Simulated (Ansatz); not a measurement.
Fe3C in space group P6_322 (No. 182; Fe on 6g, C on 2c) at seven volumes, the program Ansatz at the r²SCAN level (PAW), shape and atoms relaxed at each. One row is withheld.

```
V (Å³/atom)  P (GPa)
-----------  -------
9.260          24.19
9.565          14.84
9.870              ?
10.175          0.01
10.481         -5.32
10.786        -10.24
11.091        -14.34
```

Q: Fit the shown pressures and predict the withheld one.

A: Third-order Birch–Murnaghan: P = (3/2)B₀(x^(7/2) − x^(5/2))[1 + (3/4)(B′ − 4)(x − 1)] with x = (V₀/V)^(2/3). Least squares on the six rows gives V₀ = 10.184 Å³/atom, B₀ = 204.0 GPa, B′ = 4.63. At V = 9.870, x = 1.0211 and P = 6.87 GPa. The run itself gave 6.79 GPa.

The workflow started from a Materials Project entry (that database holds measured and hypothetical structures alike); the Crystallography Open Database copy checked does not list it. COD files the formula under space group No. 62. Whether it is the stable phase at ambient conditions was not checked. Symmetry was held in the r²SCAN relaxation; whether a distortion lowers the energy is not shown. Spin order of the final state: ferromagnetic, chosen from 5 collinear starts compared on coarse meshes (ties went to the first, and starts can fall back to one state), not a proven ground state. Other orbital occupations within this spin state were not tried.

Potentials: the earlier of the program's two PAW sets. The files were generated under PBE; for other functionals the program regenerates the frozen cores, and for LDA and PBEsol the local potential too.
